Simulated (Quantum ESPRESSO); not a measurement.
## W4Os2PdRh (one run as intended and one with a planted mistake)

Simulated, not a measurement. The program is pw.x of Quantum ESPRESSO 7.5 (plane-wave density functional theory). The cell is made up: eight metal atoms on a face-centred cubic lattice, with elements, volume, strain and displacements drawn at random and not relaxed, so it may be unstable or far from any real phase. PseudoDojo standard norm-conserving files set the functional (PBE unless stated); there is no spin polarisation or spin-orbit coupling, the Fermi-Dirac width of 0.25 eV means electrons at about 2900 K, and the masses in the input are unused placeholders. Heavy elements are run without spin-orbit coupling, which real alloys of them have. A spin test at this wide smearing found no moment, but such smearing suppresses magnetism that the real alloy may have.

Intended input:

```
&control calculation='scf', pseudo_dir='./dojo.nc.sr.pbe.v0_5.standard.upf', outdir='./o', disk_io='minimal', tprnfor=.true., tstress=.true. /
&system ibrav=0, nat=8, ntyp=4, nbnd=80, ecutwfc=87.97787729, nosym=.true., tot_charge=0,
 occupations='smearing', smearing='fd', degauss=0.0183746611
/
&electrons conv_thr=1.470e-08, electron_maxstep=70, mixing_beta=0.5 /
ATOMIC_SPECIES
Os 1.0 Os.upf
Pd 1.0 Pd.upf
Rh 1.0 Rh.upf
W 1.0 W.upf
CELL_PARAMETERS angstrom
-0.0071 -1.957 -1.9777
-4.0503 2.0159 -2.0508
5.9551 5.9227 -3.9858
ATOMIC_POSITIONS angstrom
W -0.0311 0.1013 0.0204
Os -0.0683 1.9715 -2.0531
Pd -0.0631 4.0012 -4.0647
W 4.0863 3.949 -4.005
Os -2.0534 0.0904 -2.0319
Rh -2.0355 2.0868 -4.107
W 2.0628 2.1236 -4.1066
W 2.0459 4.2 -6.0126
K_POINTS automatic
8 5 3 1 1 1
```

The log is shortened where brackets say so; the opening notice, blank lines, dates and the lines on written files are dropped, and the path of the files is cut. It prints rydbergs, bohrs and kilobars, and counts compression as positive stress. Its total energy is the free energy E - TS of the whole cell.

Log of the intended run:

```
     Program PWSCF v.7.5
     Parallel version (MPI & OpenMP), running on       4 processor cores
     Number of MPI processes:                 4
     Threads/MPI process:                     1
     [start-up lines left out]
     bravais-lattice index     =            0
     lattice parameter (alat)  =       5.2578  a.u.
     unit-cell volume          =     854.6687 (a.u.)^3
     number of atoms/cell      =            8
     number of atomic types    =            4
     number of electrons       =       123.00
     number of Kohn-Sham states=           80
     kinetic-energy cutoff     =      87.9779  Ry
     charge density cutoff     =     351.9115  Ry
     scf convergence threshold =      1.5E-08
     mixing beta               =       0.5000
     number of iterations used =            8  plain     mixing
     Exchange-correlation= PBE
                           (   1   4   3   4   0   0   0)
     [axes and pseudopotential details left out]
   Cartesian axes
     site n.     atom                  positions (alat units)
         1        W      tau(   1) = (  -0.0111778   0.0364087   0.0073321  )
         2        Os     tau(   2) = (  -0.0245480   0.7085863  -0.7379145  )
         3        Pd     tau(   3) = (  -0.0226791   1.4380905  -1.4609133  )
         4        W      tau(   4) = (   1.4686767   1.4193290  -1.4394562  )
         5        Os     tau(   5) = (  -0.7380223   0.0324911  -0.7302949  )
         6        Rh     tau(   6) = (  -0.7315888   0.7500268  -1.4761166  )
         7        W      tau(   7) = (   0.7414008   0.7632533  -1.4759728  )
         8        W      tau(   8) = (   0.7353267   1.5095421  -2.1610174  )
     number of k points=    60  Fermi-Dirac smearing, width (Ry)=  0.0184
                       cart. coord. in units 2pi/alat
        k(    1) = (  -0.0079311   0.0162769  -0.1040053), wk =   0.0333333
        k(    2) = (  -0.1251009  -0.1008264   0.0122929), wk =   0.0333333
     [further k points left out]
     Dense  grid:    95269 G-vectors     FFT dimensions: (  32,  60, 108)
     Estimated max dynamical RAM per process >     410.68 MB
     Estimated total dynamical RAM >       1.54 GB
     Initial potential from superposition of free atoms
     starting charge     122.9967, renormalised to     123.0000
     Starting wfcs are   79 randomized atomic wfcs +    1 random wfcs
     total cpu time spent up to now is        6.9 secs
     per-process dynamical memory:   331.4 Mb
     Self-consistent Calculation
     iteration #  1     ecut=    87.98 Ry     beta= 0.50
     Davidson diagonalization with overlap
     ethr =  1.00E-02,  avg # of iterations =  3.0
     total cpu time spent up to now is       27.7 secs
     total energy              =   -1502.62901862 Ry
     estimated scf accuracy    <      21.32586595 Ry
     iteration #  2     ecut=    87.98 Ry     beta= 0.50
     Davidson diagonalization with overlap
     ethr =  1.00E-02,  avg # of iterations =  5.4
     total cpu time spent up to now is       54.7 secs
     total energy              =   -1494.01948298 Ry
     estimated scf accuracy    <     407.13586749 Ry
     [iterations 3 to 20 left out]
     iteration # 21     ecut=    87.98 Ry     beta= 0.50
     Davidson diagonalization with overlap
     ethr =  1.86E-10,  avg # of iterations =  1.1
     total cpu time spent up to now is      390.5 secs
     total energy              =   -1517.05547568 Ry
     estimated scf accuracy    <       0.00000004 Ry
     iteration # 22     ecut=    87.98 Ry     beta= 0.50
     Davidson diagonalization with overlap
     ethr =  3.05E-11,  avg # of iterations =  2.0
     total cpu time spent up to now is      406.9 secs
     End of self-consistent calculation
     [lines on levels left out]
!    total energy              =   -1517.05547567 Ry
     estimated scf accuracy    <       0.00000001 Ry
     smearing contrib. (-TS)   =      -0.11808001 Ry
     internal energy E=F+TS    =   -1516.93739566 Ry
     The total energy is F=E-TS. E is the sum of the following terms:
     one-electron contribution =    -290.70520056 Ry
     hartree contribution      =     221.37507458 Ry
     xc contribution           =    -295.01446976 Ry
     ewald contribution        =   -1152.59279992 Ry
     convergence has been achieved in  22 iterations
     Forces acting on atoms (cartesian axes, Ry/au):
     atom    1 type  4   force =     0.05093817    0.04683050   -0.06309481
     atom    2 type  1   force =     0.00975908    0.01534250    0.00293148
     atom    3 type  2   force =     0.01902181    0.00439328    0.00411724
     atom    4 type  4   force =    -0.04514742    0.02426927    0.00597902
     atom    5 type  1   force =     0.05670288    0.03127363   -0.03269594
     atom    6 type  3   force =    -0.02814954   -0.01578014    0.01978664
     atom    7 type  4   force =    -0.04744368   -0.03842324    0.03062254
     atom    8 type  4   force =    -0.01568129   -0.06790581    0.03235383
     Total force =     0.171561     Total SCF correction =     0.000476
     Computing stress (Cartesian axis) and pressure
          total   stress  (Ry/bohr**3)                   (kbar)     P=      -47.01
  -0.00028913   0.00017156  -0.00013563          -42.53       25.24      -19.95
   0.00017156  -0.00024991   0.00012114           25.24      -36.76       17.82
  -0.00013563   0.00012114  -0.00041969          -19.95       17.82      -61.74
     init_run     :      6.42s CPU      6.66s WALL (       1 calls)
     electrons    :    391.54s CPU    400.03s WALL (       1 calls)
     forces       :      2.96s CPU      2.96s WALL (       1 calls)
     stress       :     10.56s CPU     10.56s WALL (       1 calls)
     [timing details left out]
     PWSCF        :   6m51.71s CPU   7m 0.54s WALL
     JOB DONE.
```

A second run has one planted mistake: two atoms have their elements exchanged. The input lines that differ:

```
- Pd -0.0631 4.0012 -4.0647
+ Os -0.0631 4.0012 -4.0647
- Os -2.0534 0.0904 -2.0319
+ Pd -2.0534 0.0904 -2.0319
```

Its log:

```
     Program PWSCF v.7.5
     Parallel version (MPI & OpenMP), running on       4 processor cores
     Number of MPI processes:                 4
     Threads/MPI process:                     1
     [start-up lines left out]
     bravais-lattice index     =            0
     lattice parameter (alat)  =       5.2578  a.u.
     unit-cell volume          =     854.6687 (a.u.)^3
     number of atoms/cell      =            8
     number of atomic types    =            4
     number of electrons       =       123.00
     number of Kohn-Sham states=           80
     kinetic-energy cutoff     =      87.9779  Ry
     charge density cutoff     =     351.9115  Ry
     scf convergence threshold =      1.5E-08
     mixing beta               =       0.5000
     number of iterations used =            8  plain     mixing
     Exchange-correlation= PBE
                           (   1   4   3   4   0   0   0)
     [axes and pseudopotential details left out]
   Cartesian axes
     site n.     atom                  positions (alat units)
         1        W      tau(   1) = (  -0.0111778   0.0364087   0.0073321  )
         2        Os     tau(   2) = (  -0.0245480   0.7085863  -0.7379145  )
         3        Os     tau(   3) = (  -0.0226791   1.4380905  -1.4609133  )
         4        W      tau(   4) = (   1.4686767   1.4193290  -1.4394562  )
         5        Pd     tau(   5) = (  -0.7380223   0.0324911  -0.7302949  )
         6        Rh     tau(   6) = (  -0.7315888   0.7500268  -1.4761166  )
         7        W      tau(   7) = (   0.7414008   0.7632533  -1.4759728  )
         8        W      tau(   8) = (   0.7353267   1.5095421  -2.1610174  )
     number of k points=    60  Fermi-Dirac smearing, width (Ry)=  0.0184
                       cart. coord. in units 2pi/alat
        k(    1) = (  -0.0079311   0.0162769  -0.1040053), wk =   0.0333333
        k(    2) = (  -0.1251009  -0.1008264   0.0122929), wk =   0.0333333
     [further k points left out]
     Dense  grid:    95269 G-vectors     FFT dimensions: (  32,  60, 108)
     Estimated max dynamical RAM per process >     410.68 MB
     Estimated total dynamical RAM >       1.54 GB
     Initial potential from superposition of free atoms
     starting charge     122.9967, renormalised to     123.0000
     Starting wfcs are   79 randomized atomic wfcs +    1 random wfcs
     total cpu time spent up to now is        7.9 secs
     per-process dynamical memory:   331.4 Mb
     Self-consistent Calculation
     iteration #  1     ecut=    87.98 Ry     beta= 0.50
     Davidson diagonalization with overlap
     ethr =  1.00E-02,  avg # of iterations =  3.0
     total cpu time spent up to now is       29.1 secs
     total energy              =   -1505.46676720 Ry
     estimated scf accuracy    <      17.36529578 Ry
     iteration #  2     ecut=    87.98 Ry     beta= 0.50
     Davidson diagonalization with overlap
     ethr =  1.00E-02,  avg # of iterations =  5.1
     total cpu time spent up to now is       54.9 secs
     total energy              =   -1497.21498319 Ry
     estimated scf accuracy    <     336.36597278 Ry
     [iterations 3 to 19 left out]
     iteration # 20     ecut=    87.98 Ry     beta= 0.50
     Davidson diagonalization with overlap
     ethr =  5.91E-11,  avg # of iterations =  2.2
     total cpu time spent up to now is      374.4 secs
     total energy              =   -1517.03174450 Ry
     estimated scf accuracy    <       0.00000023 Ry
     iteration # 21     ecut=    87.98 Ry     beta= 0.50
     Davidson diagonalization with overlap
     ethr =  5.91E-11,  avg # of iterations =  2.0
     total cpu time spent up to now is      391.6 secs
     End of self-consistent calculation
     [lines on levels left out]
!    total energy              =   -1517.03174451 Ry
     estimated scf accuracy    <       0.00000001 Ry
     smearing contrib. (-TS)   =      -0.12119194 Ry
     internal energy E=F+TS    =   -1516.91055257 Ry
     The total energy is F=E-TS. E is the sum of the following terms:
     one-electron contribution =    -295.21207773 Ry
     hartree contribution      =     223.52773284 Ry
     xc contribution           =    -294.96984301 Ry
     ewald contribution        =   -1150.25636468 Ry
     convergence has been achieved in  21 iterations
     Forces acting on atoms (cartesian axes, Ry/au):
     atom    1 type  4   force =     0.03938638    0.02450568   -0.03842798
     atom    2 type  1   force =     0.04211427    0.03851495   -0.02724563
     atom    3 type  1   force =     0.00379889   -0.00396554    0.00979335
     atom    4 type  4   force =    -0.02913772    0.03475548   -0.00634874
     atom    5 type  2   force =     0.03261751    0.02936461   -0.01894205
     atom    6 type  3   force =     0.00348231   -0.00007462    0.00350858
     atom    7 type  4   force =    -0.06258709   -0.05418699    0.04655747
     atom    8 type  4   force =    -0.02967455   -0.06891357    0.03110499
     Total force =     0.166670     Total SCF correction =     0.000263
     Computing stress (Cartesian axis) and pressure
          total   stress  (Ry/bohr**3)                   (kbar)     P=      -54.73
  -0.00021751   0.00024548  -0.00019105          -32.00       36.11      -28.10
   0.00024548  -0.00036624   0.00017137           36.11      -53.88       25.21
  -0.00019105   0.00017137  -0.00053230          -28.10       25.21      -78.30
     init_run     :      6.69s CPU      6.96s WALL (       1 calls)
     electrons    :    375.87s CPU    383.74s WALL (       1 calls)
     forces       :      3.43s CPU      3.44s WALL (       1 calls)
     stress       :     10.64s CPU     10.65s WALL (       1 calls)
     [timing details left out]
     PWSCF        :   6m37.57s CPU   6m45.79s WALL
     JOB DONE.
```

|  | intended run | run with the mistake |
| --- | --- | --- |
| free energy (eV) | -20640.591 | -20640.268 |
| entropy term -TS, part of it (eV) | -1.607 | -1.649 |
| pressure (GPa) | -4.70 | -5.47 |
| size of the largest force component (eV/Å) | 1.746 | 1.772 |
| largest change of a force component (eV/Å) |  | 0.832 |
| iterations | 22 | 21 |

For scale, a rerun of the intended cell at a higher cutoff and on a denser mesh moved values by no more than 0.002 eV in energy, 0.11 GPa in stress and 0.013 eV/Å in force, and a second program with other atomic files agreed on that cell to 2 % rms in force and 0.5 GPa in pressure.